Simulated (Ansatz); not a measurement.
**Compressing K2LiAlH6: a fit and a missing row**

K2LiAlH6, Fm-3m, a = 7.775 Å. The structure is a Materials Project entry; whether it is the stable form wasn't checked. Ansatz: r2SCAN, PAW, 500 eV, Γ-centred 6×6×6 mesh on 10 atoms, Gaussian smearing 0.02 eV; no spin polarisation. Shape and atoms are relaxed at each volume; pressure is positive in compression.

```tsv
V (Å³/atom)	P (GPa)
11.047	2.26
11.399	?
11.752	0.00
12.104	-0.89
12.457	-1.66
```

Q: Take V0 = 11.752 Å³/atom, fit the third-order Birch–Murnaghan form to the other rows, and predict the missing pressure.

A: With the Eulerian strain f = ½[(V0/V)^(2/3) − 1] and y = P/[3f(1 + 2f)^(5/2)], the form is the line y = B0 + 1.5 B0 (B0′ − 4) f. Rows (f, y): 0.02105, 32.3; -0.00974, 32.0; -0.01905, 32.0. Means f = -0.002580, y = 32.100; Σ(Δf)² = 0.0008809, ΣΔfΔy = 0.007089; the slope is their ratio. y = 32.12 + 8.047 f GPa, so B0 = 32.1 GPa and B0′ = 4 + 2 × (8.047)/(3 × 32.12) = 4.17. At V = 11.399, f = 0.01027, y = 32.20 and P = 1.04 GPa. The run gave 1.04 GPa, the same to the digits shown.

Cost: 5 runs of about 2.2 core-minutes in all, on Arm Neoverse V1 (shared hosts).